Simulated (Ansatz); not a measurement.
According to the program Ansatz at the PBE level (PAW), Sc3Si5 in the hexagonal phase (P-62c; Sc on 6g, Si on 6h, Si on 2b, Si on 2d) relaxes to a = 6.359 Å, c = 7.810 Å. Its formation energy from the elements is -60 kJ/mol of atoms, with no fitted shifts.

Electronic character: metallic (no gap).

The bulk modulus is 96.2 GPa.

The start of the workflow was typed in or built on a structure type; neither database checked (COD, Materials Project) lists it. Whether it is the stable phase at ambient conditions was not checked. The PBE relaxation kept the symmetry of its start; whether a distortion lowers the energy is not shown. The run is not spin-polarised. The references are the lowest solids computed at this level, not always the standard phases.

Potentials: the earlier of the program's two PAW sets.
